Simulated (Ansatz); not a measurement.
CoAs2 in space group P2_1/c (No. 14; Co on 4e, As on 4e, As on 4e), plane-wave PAW PBE (Ansatz code), all energies at zero smearing, with the estimated change up to a 700 eV cutoff added, with one set of potentials and settings (totals compare only within such a set). Cell of 12 atoms (4 Co, 8 As): -59357.656 eV.

```csv
element,reference phase,E (eV/atom)
Co,"P6_3/mmc, 2 atoms in the cell, spin-polarised",-5126.1613
As,"R-3m, 2 atoms in the cell",-4856.1443
```

Formation energy per atom, worked out: (-59357.656 − 4×(-5126.1613) − 8×(-4856.1443))/12 = -0.321 eV/atom (-31 kJ per mol of atoms), at 0 K, without zero-point energy or fitted corrections.

The first step of the workflow began from a Materials Project structure, measured or hypothetical; the Crystallography Open Database files this formula in space group No. 14, but the cells were not matched. Its standing as an ambient phase is unchecked. Symmetry was held in the PBE relaxation; whether a distortion lowers the energy is not shown. The run is not spin-polarised. The references are the lowest solids computed at this level, not always the standard phases.

Potentials: the earlier of the program's two PAW sets.
